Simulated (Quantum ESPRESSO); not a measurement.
Ru7Hf, input and log of a self-consistent run

Simulated, not a measurement. The program is pw.x of Quantum ESPRESSO 7.5 (plane-wave density functional theory). The cell is made up: eight metal atoms on a hexagonal close-packed lattice, with elements, volume, strain and displacements drawn at random and not relaxed, so it may be unstable or far from any real phase. PseudoDojo standard norm-conserving files set the functional (PBE unless stated); there is no spin polarisation or spin-orbit coupling, the Fermi-Dirac width of 0.25 eV means electrons at about 2900 K, and the masses in the input are unused placeholders. Heavy elements are run without spin-orbit coupling, which real alloys of them have. A spin test at this wide smearing found no moment, but such smearing suppresses magnetism that the real alloy may have.

Input:

```
&control calculation='scf', pseudo_dir='./dojo.nc.sr.pbe.v0_5.standard.upf', outdir='./o', disk_io='minimal', tprnfor=.true., tstress=.true. /
&system ibrav=0, nat=8, ntyp=2, nbnd=80, ecutwfc=84.00895049, nosym=.true., tot_charge=0,
 occupations='smearing', smearing='fd', degauss=0.0183746611
/
&electrons conv_thr=1.470e-08, electron_maxstep=70, mixing_beta=0.5 /
ATOMIC_SPECIES
Hf 1.0 Hf.upf
Ru 1.0 Ru.upf
CELL_PARAMETERS angstrom
2.7486 -0.0501 -0.0101
1.4339 -2.3657 -4.4238
1.2603 7.0536 -4.4546
ATOMIC_POSITIONS angstrom
Ru -0.0361 -0.0086 0.0472
Ru 1.4256 2.2743 -4.4107
Hf 1.3892 -0.7429 -2.2949
Ru 2.6916 1.7183 -6.6263
Ru 2.6418 4.5611 -4.3787
Ru 2.759 -0.0119 -4.4914
Ru 2.6823 1.5474 -2.3206
Ru 4.0057 3.9339 -6.633
K_POINTS automatic
9 5 3 1 1 1
```

The log is shortened where brackets say so; the opening notice, blank lines, dates and the lines on written files are dropped, and the path of the files is cut. It prints rydbergs, bohrs and kilobars, and counts compression as positive stress. Its total energy is the free energy E - TS of the whole cell.

```
     Program PWSCF v.7.5
     Parallel version (MPI & OpenMP), running on       4 processor cores
     Number of MPI processes:                 4
     Threads/MPI process:                     1
     [start-up lines left out]
     bravais-lattice index     =            0
     lattice parameter (alat)  =       5.1950  a.u.
     unit-cell volume          =     773.0825 (a.u.)^3
     number of atoms/cell      =            8
     number of atomic types    =            2
     number of electrons       =       124.00
     number of Kohn-Sham states=           80
     kinetic-energy cutoff     =      84.0090  Ry
     charge density cutoff     =     336.0358  Ry
     scf convergence threshold =      1.5E-08
     mixing beta               =       0.5000
     number of iterations used =            8  plain     mixing
     Exchange-correlation= PBE
                           (   1   4   3   4   0   0   0)
     [axes and pseudopotential details left out]
   Cartesian axes
     site n.     atom                  positions (alat units)
         1        Ru     tau(   1) = (  -0.0131317  -0.0031283   0.0171694  )
         2        Ru     tau(   2) = (   0.5185744   0.8272964  -1.6044305  )
         3        Hf     tau(   3) = (   0.5053336  -0.2702363  -0.8347898  )
         4        Ru     tau(   4) = (   0.9790929   0.6250466  -2.4103743  )
         5        Ru     tau(   5) = (   0.9609777   1.6591398  -1.5927902  )
         6        Ru     tau(   6) = (   1.0036103  -0.0043287  -1.6337858  )
         7        Ru     tau(   7) = (   0.9757100   0.5628802  -0.8441384  )
         8        Ru     tau(   8) = (   1.4571082   1.4309904  -2.4128115  )
     number of k points=    68  Fermi-Dirac smearing, width (Ry)=  0.0184
                       cart. coord. in units 2pi/alat
        k(    1) = (   0.0557334   0.0203046  -0.0549360), wk =   0.0296296
        k(    2) = (   0.0525700  -0.1739877   0.0479396), wk =   0.0296296
     [further k points left out]
     Dense  grid:    80447 G-vectors     FFT dimensions: (  32,  60,  96)
     Estimated max dynamical RAM per process >     351.18 MB
     Estimated total dynamical RAM >       1.31 GB
     Initial potential from superposition of free atoms
     starting charge     123.9927, renormalised to     124.0000
     Starting wfcs are   80 randomized atomic wfcs
     total cpu time spent up to now is        5.7 secs
     per-process dynamical memory:   292.6 Mb
     Self-consistent Calculation
     iteration #  1     ecut=    84.01 Ry     beta= 0.50
     Davidson diagonalization with overlap
     ethr =  1.00E-02,  avg # of iterations =  5.7
     total cpu time spent up to now is       20.9 secs
     total energy              =   -1526.32695009 Ry
     estimated scf accuracy    <       3.10647175 Ry
     iteration #  2     ecut=    84.01 Ry     beta= 0.50
     Davidson diagonalization with overlap
     ethr =  2.51E-03,  avg # of iterations =  5.7
     total cpu time spent up to now is       36.6 secs
     total energy              =   -1522.90694870 Ry
     estimated scf accuracy    <      95.69046699 Ry
     iteration #  3     ecut=    84.01 Ry     beta= 0.50
     Davidson diagonalization with overlap
     ethr =  2.51E-03,  avg # of iterations =  5.8
     total cpu time spent up to now is       52.0 secs
     total energy              =   -1527.26792743 Ry
     estimated scf accuracy    <       8.30184689 Ry
     iteration #  4     ecut=    84.01 Ry     beta= 0.50
     Davidson diagonalization with overlap
     ethr =  2.51E-03,  avg # of iterations =  3.1
     total cpu time spent up to now is       64.6 secs
     total energy              =   -1527.55139615 Ry
     estimated scf accuracy    <       8.09801541 Ry
     iteration #  5     ecut=    84.01 Ry     beta= 0.50
     Davidson diagonalization with overlap
     ethr =  2.51E-03,  avg # of iterations =  1.2
     total cpu time spent up to now is       75.6 secs
     total energy              =   -1527.88692160 Ry
     estimated scf accuracy    <       1.15446335 Ry
     [iterations 6 to 16 left out]
     iteration # 17     ecut=    84.01 Ry     beta= 0.50
     Davidson diagonalization with overlap
     ethr =  9.82E-09,  avg # of iterations =  1.0
     total cpu time spent up to now is      219.8 secs
     total energy              =   -1527.98968930 Ry
     estimated scf accuracy    <       0.00000026 Ry
     iteration # 18     ecut=    84.01 Ry     beta= 0.50
     Davidson diagonalization with overlap
     ethr =  2.13E-10,  avg # of iterations =  2.0
     total cpu time spent up to now is      232.4 secs
     total energy              =   -1527.98968930 Ry
     estimated scf accuracy    <       0.00000063 Ry
     iteration # 19     ecut=    84.01 Ry     beta= 0.50
     Davidson diagonalization with overlap
     ethr =  2.13E-10,  avg # of iterations =  1.0
     total cpu time spent up to now is      243.6 secs
     total energy              =   -1527.98968934 Ry
     estimated scf accuracy    <       0.00000004 Ry
     iteration # 20     ecut=    84.01 Ry     beta= 0.50
     Davidson diagonalization with overlap
     ethr =  3.03E-11,  avg # of iterations =  2.0
     total cpu time spent up to now is      255.9 secs
     total energy              =   -1527.98968933 Ry
     estimated scf accuracy    <       0.00000013 Ry
     iteration # 21     ecut=    84.01 Ry     beta= 0.50
     Davidson diagonalization with overlap
     ethr =  3.03E-11,  avg # of iterations =  1.1
     total cpu time spent up to now is      267.4 secs
     End of self-consistent calculation
     [lines on levels left out]
!    total energy              =   -1527.98968934 Ry
     estimated scf accuracy    <          2.9E-09 Ry
     smearing contrib. (-TS)   =      -0.12414113 Ry
     internal energy E=F+TS    =   -1527.86554821 Ry
     The total energy is F=E-TS. E is the sum of the following terms:
     one-electron contribution =    -284.48264831 Ry
     hartree contribution      =     230.60668730 Ry
     xc contribution           =    -267.78874020 Ry
     ewald contribution        =   -1206.20084700 Ry
     convergence has been achieved in  21 iterations
     Forces acting on atoms (cartesian axes, Ry/au):
     atom    1 type  2   force =     0.00361338    0.00080865   -0.00582310
     atom    2 type  2   force =    -0.03402964    0.04289148   -0.00172181
     atom    3 type  1   force =    -0.00943689   -0.00698914    0.04376356
     atom    4 type  2   force =    -0.00173038   -0.07406783   -0.00724507
     atom    5 type  2   force =     0.01353027    0.05460166   -0.00400998
     atom    6 type  2   force =    -0.00117673   -0.01483849   -0.06977801
     atom    7 type  2   force =     0.01574212    0.05349867    0.04755151
     atom    8 type  2   force =     0.01348788   -0.05590500   -0.00273710
     Total force =     0.166132     Total SCF correction =     0.000281
     Computing stress (Cartesian axis) and pressure
          total   stress  (Ry/bohr**3)                   (kbar)     P=       92.83
   0.00087770   0.00033740   0.00006543          129.11       49.63        9.62
   0.00033740   0.00070541  -0.00004328           49.63      103.77       -6.37
   0.00006543  -0.00004328   0.00030993            9.62       -6.37       45.59
     init_run     :      5.43s CPU      5.60s WALL (       1 calls)
     electrons    :    256.31s CPU    261.66s WALL (       1 calls)
     forces       :      1.97s CPU      1.97s WALL (       1 calls)
     stress       :      7.08s CPU      7.08s WALL (       1 calls)
     [timing details left out]
     PWSCF        :   4m30.92s CPU   4m36.50s WALL
     JOB DONE.
```

In other units: free energy -20789.359 eV for the cell, pressure 9.28 GPa, largest force component 1.904 eV/Å in size. The run took 278 s of wall time with four MPI processes on a shared machine (AMD EPYC, Zen 5, virtual cores), so the time is rough. A rerun of this cell at a higher cutoff and on a denser mesh moved values by no more than 0.005 eV in energy, 0.07 GPa in stress and 0.006 eV/Å in force, and a second program with other atomic files agreed on that cell to 2 % rms in force and 0.5 GPa in pressure.